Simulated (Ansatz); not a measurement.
# What a change of settings does: Ru (diamond type)

First run: DFT, LDA, all-electron LAPW, scalar-relativistic (Ansatz 0.2.0).

Command: `ansatz run input.yaml --threads 1 --pin off --max-ram 2048MiB --backend cpu --events-out ev --progress --plain --runs-dir out` It took 61 s on 1 thread of Arm Neoverse V1, on a shared host, peak memory 0.5 GiB.

```yaml
crystal:
  lattice:
    - [0.0, 1.9732738973, 1.9732738973]
    - [1.9732738973, 0.0, 1.9732738973]
    - [1.9732738973, 1.9732738973, 0.0]
  atoms:
    - { symbol: Ru, position: [-0.125, -0.125, -0.125] }
    - { symbol: Ru, position: [0.125, 0.125, 0.125] }
kpoints:
  mp_grid: { grid: [13, 13, 13] }
  band_path:
    path:
      - [0.0, 0.0, 0.0]
      - [0.5, 0.0, 0.5]
      - [0.625, 0.25, 0.625]
      - [0.375, 0.375, 0.75]
      - [0.0, 0.0, 0.0]
      - [0.5, 0.5, 0.5]
      - [0.5, 0.25, 0.75]
      - [0.5, 0.0, 0.5]
    npoints: 8
scf:
  occupations: { method: fermi_dirac, width: 0.1 }
hamiltonian:
  xc: lda
  pseudopotentials: { kind: all_electron, lapw: { basis_error: 0.001 } }
output:
  forces: true
  stress: true
  eigenvalues: true
  populations: true
  dos: { projected: true, de: 0.2, e_range: [-14, 8] }
```

The cell comes from a relaxation on PAW files under the same functional, begun from a prototype that needn't be the stable phase.

This run: volume at 0.4 of the series' base cell.

It converges in 7 SCF iterations at a pressure of 1285 GPa.

A second input differs as follows:

```diff
   occupations: { method: fermi_dirac, width: 0.1 }
+  max_iter: 50
 hamiltonian:
   pseudopotentials: { kind: all_electron, lapw: { basis_error: 0.001 } }
+  hubbard: { sites: [{ species: Ru, l: d, u_eff: -5.0 }] }
 output:
   populations: true
-  dos: { projected: true, de: 0.2, e_range: [-14, 8] }
```

Q: What is wrong with it, and what does the program do?

A: The change was made to test an enormous or negative U. The run converges in 7 SCF iterations at a pressure of 1287 GPa. Compare each number with the sound run's before taking it for a property of the system. The log ends:
```
  k-point 0: bands = ["-501.9799", "-501.9795", "-394.5534", "-394.5534", "-394.5534", "-394.5524", "-394.5524", "-394.5524", "-221.2316", "-221.2316", "-221.2316", "-221.2302", "-221.2302", "-221.2269", "-221.2269", "-221.2238", "-221.2238", "-221.2238", "-32.0117", "-22.7923", "-2.1259", "-2.1259", "-2.1259", "4.9968", "4.9968", "4.9968", "36.4215", "36.4215", "37.5708", "42.1639", "42.1639", "42.1639", "50.9552", "50.9552", "50.9552", "57.3976", "57.3976", "62.1390", "63.3118", "63.3118", "63.3118"]
  k-point 1: bands = ["-501.9796", "-501.9793", "-394.5534", "-394.5534", "-394.5534", "-394.5524", "-394.5524", "-394.5524", "-221.2316", "-221.2316", "-221.2315", "-221.2302", "-221.2302", "-221.2269", "-221.2269", "-221.2238", "-221.2238", "-221.2238", "-31.9344", "-22.9398", "-2.1928", "-2.1928", "-2.0837", "5.0832", "5.0971", "5.0971", "36.3109", "36.3109", "37.8198", "42.0779", "42.4220", "42.4220", "50.2721", "50.6835", "50.6835", "57.3337", "57.3337", "61.2699", "63.3577", "63.3577", "65.2583"]
  k-point 2: bands = ["-501.9790", "-501.9785", "-394.5535", "-394.5534", "-394.5534", "-394.5526", "-394.5524", "-394.5524", "-221.2317", "-221.2317", "-221.2313", "-221.2300", "-221.2300", "-221.2270", "-221.2270", "-221.2240", "-221.2237", "-221.2237", "-31.7075", "-23.3556", "-2.3699", "-2.3699", "-1.9843", "5.3443", "5.3665", "5.3665", "36.1116", "36.1116", "38.3750", "42.0409", "42.9206", "42.9206", "48.5840", "50.0921", "50.0921", "57.1627", "57.1627", "61.1357", "63.6163", "63.6163", "68.1043"]
  k-point 83: bands = ["-501.9730", "-501.9719", "-394.5538", "-394.5538", "-394.5535", "-394.5534", "-394.5527", "-394.5527", "-221.2324", "-221.2323", "-221.2290", "-221.2287", "-221.2287", "-221.2284", "-221.2278", "-221.2271", "-221.2229", "-221.2228", "-28.4613", "-27.6941", "-4.3333", "-4.1258", "2.2086", "3.2132", "8.0628", "8.2674", "34.0420", "34.3298", "40.0003", "41.4173", "44.4637", "46.0832", "48.1551", "49.0197", "53.5101", "54.2071", "56.9282", "58.0946", "58.2371", "60.2144", "72.5096"]
Occupation matrices written to <dir>
--- Löwdin populations: 2 sites ---
  site symbol       q [e]
     0     Ru     43.8534
     1     Ru     43.8534
  spilling = 0.003331 (of n_electrons = 88.000000)
```
